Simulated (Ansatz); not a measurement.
# Ti3O5: do energies and stresses tell the same story?

All numbers below come from DFT PBEsol, scalar-relativistic, plane waves, PAW in Ansatz.

Plane waves to 420 eV, a k mesh through Γ of 8×8×6 on the computed 16-atom cell and Gaussian smearing (0.10 eV); no spin polarisation.

Relaxed cell: C2/c, a = 10.056 Å, b = 4.999 Å, c = 7.174 Å, α = 90.00°, β = 112.20°, γ = 90.00°, 16 atoms in the primitive cell. Whether it is the stable form of this composition wasn't checked.

Energies at zero smearing and pressures from the stress tensor, at volumes with shape and atoms relaxed:
| V (Å³/atom) | E − E(first) (meV/atom) | P (GPa) |
| --- | --- | --- |
| 9.183 | 0.00 | 31.21 |
| 9.496 | -51.85 | 22.14 |
| 9.809 | -86.82 | 13.94 |
| 10.122 | -106.54 | 6.53 |
| 10.435 | -112.63 | -0.01 |
| 10.748 | -106.77 | -5.71 |
| 11.061 | -90.57 | -10.62 |
| 11.479 | -55.54 | -15.92 |

Problem. Check P = −dE/dV between neighbouring volumes, and get the bulk modulus from the pressures alone.

Solution. With 1 eV/Å³ = 160.2 GPa:
```json
{"middle V (Å³/atom)": "9.339", "−ΔE/ΔV (GPa)": "26.538", "mean P (GPa)": "26.677"}
{"middle V (Å³/atom)": "9.652", "−ΔE/ΔV (GPa)": "17.895", "mean P (GPa)": "18.041"}
{"middle V (Å³/atom)": "9.965", "−ΔE/ΔV (GPa)": "10.092", "mean P (GPa)": "10.236"}
{"middle V (Å³/atom)": "10.279", "−ΔE/ΔV (GPa)": "3.119", "mean P (GPa)": "3.264"}
{"middle V (Å³/atom)": "10.592", "−ΔE/ΔV (GPa)": "-3.000", "mean P (GPa)": "-2.860"}
{"middle V (Å³/atom)": "10.905", "−ΔE/ΔV (GPa)": "-8.293", "mean P (GPa)": "-8.167"}
{"middle V (Å³/atom)": "11.270", "−ΔE/ΔV (GPa)": "-13.443", "mean P (GPa)": "-13.268"}
```

The two differ by 0.18 GPa at most. The mean of two end pressures misses the average over a step by about ΔV² P″/12, up to 0.11 GPa here; with that taken off 0.08 GPa remains. The stress is the derivative of the free energy, not of the energy at zero smearing, and with free energies 0.02 GPa remains. Around V = 10.435 Å³/atom, the two neighbours give B = −V ΔP/ΔV = 10.435 × 12.25 / 0.626 = 204.1 GPa, against B0 = 200.8 GPa from the Birch–Murnaghan fit of the energies.

Spin polarisation was left out, and a magnetic state may lie lower.

A ferromagnetic start lost its moments in a first run, so spin was left out; other magnetic orders weren't tried.

Cost: 9 runs of about 45 core-minutes in all, on AMD EPYC 9R45 (Zen 5) (shared hosts).